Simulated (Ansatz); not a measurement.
ScRhN2:
```cif
data_N2RhSc
_chemical_formula_sum 'Sc1 Rh1 N2'
_space_group_name_H-M_alt 'P 1'
_space_group_IT_number 1
_cell_length_a 6.16035
_cell_length_b 6.16035
_cell_length_c 6.16035
_cell_angle_alpha 30.595
_cell_angle_beta 30.595
_cell_angle_gamma 30.595
loop_
_space_group_symop_operation_xyz
  'x, y, z'
loop_
_atom_site_label
_atom_site_type_symbol
_atom_site_fract_x
_atom_site_fract_y
_atom_site_fract_z
_atom_site_occupancy
Sc1 Sc 0.50000 0.50000 0.50000 1
Rh1 Rh 0.00000 0.00000 0.00000 1
N1 N 0.89600 0.89600 0.89600 1
N2 N 0.10400 0.10400 0.10400 1
```
The run is spin-polarised; directions of the spins, atom by atom: 0 ↑ 0 0.

Relaxed with r²SCAN.

**Question.** Tabulate the valence density and the electron localisation function along the shortest Sc–N contact (2.18 Å), r²SCAN in the plane-wave PAW code Ansatz.

**Answer.** 

```tsv
distance from Sc (Å)	density (e/Å³)	ELF
0.22	7.14	0.20
0.33	6.58	0.46
0.44	5.48	0.67
0.54	4.01	0.76
0.65	2.58	0.75
0.76	1.49	0.62
0.87	0.83	0.34
0.98	0.53	0.17
1.09	0.45	0.18
1.20	0.51	0.38
1.31	0.67	0.66
1.41	0.94	0.80
1.52	1.37	0.83
1.63	1.99	0.81
1.74	2.71	0.71
1.85	3.29	0.51
1.96	3.55	0.25
```

The density is the valence pseudo-density with augmentation charge, so density and ELF within about 1 Å of a nucleus are not all-electron values.

Space group R-3m. The start of the workflow was typed in or built on a structure type; neither database checked (COD, Materials Project) lists it. Its standing as an ambient phase is unchecked. The cell was relaxed with r²SCAN under the symmetry of its start; whether a distortion lowers the energy is not shown. Magnetic state: ferromagnetic, the only order run, not a proven ground state. Other orbital occupations within this spin state were not tried. No Hubbard U is applied.

Potentials: the later of the program's two PAW sets.
